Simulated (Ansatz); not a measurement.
Relaxed-ion elastic tensor of Si3N4 in space group P31c (No. 159; Pearson symbol hP28) in GPa (Voigt order), plane-wave PAW r²SCAN (Ansatz code); density 3.19 g/cm³, 10.44 Å³ per atom.

|  | 1 | 2 | 3 | 4 | 5 | 6 |
|---|---|---|---|---|---|---|
| 1 | 436 | 148 | 130 | 0.0 | 14.7 | 0.0 |
| 2 | 148 | 436 | 130 | 0.0 | -14.7 | 0.0 |
| 3 | 130 | 130 | 476 | 0.0 | 0.0 | 0.0 |
| 4 | 0.0 | 0.0 | 0.0 | 137 | 0.0 | -14.7 |
| 5 | 14.7 | -14.7 | 0.0 | 0.0 | 137 | 0.0 |
| 6 | 0.0 | 0.0 | 0.0 | -14.7 | 0.0 | 144 |

Is the crystal mechanically stable?

Yes: the smallest eigenvalue of C is 125 GPa.

Work out the Voigt, Reuss and Hill averages.

K_V = 240, K_R = 240, K_H = 240; G_V = 146, G_R = 144, G_H = 145 GPa.

Give Young's modulus, Poisson's ratio, Pugh's ratio and the universal anisotropy index.

E = 9KG/(3K + G) = 362 GPa; ν = 0.25; K/G = 1.66 (near the Pugh limit of 1.75, no verdict); A_U = 5G_V/G_R + K_V/K_R − 6 = 0.08.

Estimate the sound speeds and the Debye temperature.

v_l = √((K + 4G/3)/ρ) = 11700 m/s, v_t = √(G/ρ) = 6750 m/s, mean 7490 m/s; Θ = (h/k)(3n/4πV)^(1/3) v_m = 1020 K.

Solve the Christoffel equation for the three sound speeds along x, y, z.

Eigenvalues of C_ijkl n_j n_l equal ρv² (piezoelectric stiffening left out). In km/s, slowest first: x 6.53, 6.72, 11.71; y 6.27, 6.98, 11.70; z 6.55, 6.55, 12.23.

How much does each axis shrink under pressure?

Linear compressibilities β_i = Σ_j S_ij (j = 1 to 3): x 1.4, y 1.4, z 1.3 per TPa.

The workflow started from a Materials Project entry (that database holds measured and hypothetical structures alike); the Crystallography Open Database files this formula in space group No. 159, but the cells were not matched. It is not the phase usual at ambient conditions (space group No. 176). Symmetry was held in the r²SCAN relaxation; its stability against distortions is not shown here.

Potentials: the earlier of the program's two PAW sets.
